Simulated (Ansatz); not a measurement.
Two-dimensional strain map in Sc

The calculation used DFT PBE, scalar-relativistic, plane waves, PAW in Ansatz 0.2.0. Cutoff 420 eV, Γ-centred 18×18×10 k-points, Gaussian smearing of 0.15 eV. No spin polarisation. Energies are free energies at this smearing, counted from the undisturbed cell; pressure is positive in compression.

The starting cell (as given, not relaxed at this level; it stands at -0.6 GPa):

```
Sc
1.0
     3.30880    0.00000    0.00000
    -1.65440    2.86550    0.00000
     0.00000    0.00000    5.26800
Sc
2
Direct
  0.33333 0.66667 0.25000
  0.66667 0.33333 0.75000
```

The cell is strained by p along both x and y and by q along z, fractional coordinates fixed. Points are written (p, q).

Energy above the undisturbed cell in meV/atom (a dash: not computed):

| p \ q | -0.030 | -0.015 | 0.000 | 0.015 | 0.030 |
| --- | --- | --- | --- | --- | --- |
| -0.030 | 26.9 | 21.2 | 19.1 | 20.3 | 24.5 |
| -0.015 | 7.7 | 4.3 | 4.4 | 7.8 | 14.2 |
| 0.000 | -0.9 | -2.2 | 0.0 | 5.4 | 13.8 |
| 0.015 | 0.3 | 0.9 | 5.0 | 12.3 | 22.5 |
| 0.030 | 10.3 | 12.8 | 18.7 | 27.7 | 39.5 |

Pressure in GPa:

| p \ q | -0.030 | -0.015 | 0.000 | 0.015 | 0.030 |
| --- | --- | --- | --- | --- | --- |
| -0.030 | 4.9 | 3.9 | 3.0 | 2.2 | 1.4 |
| -0.015 | 2.8 | 1.9 | 1.1 | 0.3 | -0.4 |
| 0.000 | 1.0 | 0.1 | -0.6 | -1.3 | -2.0 |
| 0.015 | -0.7 | -1.4 | -2.1 | -2.8 | -3.4 |
| 0.030 | -2.1 | -2.8 | -3.4 | -4.0 | -4.6 |